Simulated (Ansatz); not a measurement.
Consider the following.

In₃SnAu₄:
Space group Pmm2 (No. 25); a = 3.7684 Å, b = 4.2148 Å, c = 10.7190 Å, α = β = γ = 90.00°

```
atom  site  symmetry       x       y       z
----  ----  --------  ------  ------  ------
In      1b       mm2  0.0000  0.5000  0.8551
In      1a       mm2  0.0000  0.0000  0.1410
In      1c       mm2  0.5000  0.0000  0.6481
Sn      1d       mm2  0.5000  0.5000  0.3542
Au      1d       mm2  0.5000  0.5000  0.0930
Au      1b       mm2  0.0000  0.5000  0.5940
Au      1a       mm2  0.0000  0.0000  0.4050
Au      1c       mm2  0.5000  0.0000  0.9095
```

This is the r²SCAN-relaxed structure.

Q: All from plane-wave PAW r²SCAN (Ansatz code), unless another level is named. Give the formation energy from the elements (no fitted shifts).

A: -227 meV/atom.

Q: And the density of states at the Fermi level?

A: 0.28 states/eV per atom (mean over ±0.08 eV).

The workflow started from a Materials Project entry (that database holds measured and hypothetical structures alike); the Crystallography Open Database copy checked does not list it. With In and Sn taken as one species the cell has the higher symmetry Cmcm, so it may be an ordered model of a mixed-site phase. Whether it is the stable phase at ambient conditions was not checked. The r²SCAN relaxation kept the symmetry of its start; whether a distortion lowers the energy is not shown. Axis ratios of metals converge slowly with the k-mesh, so a and c are less sure than the volume. The references are the lowest solids computed at this level, not always the standard phases. Spin–orbit coupling is left out wherever it is not named.

Potentials: the later of the program's two PAW sets.
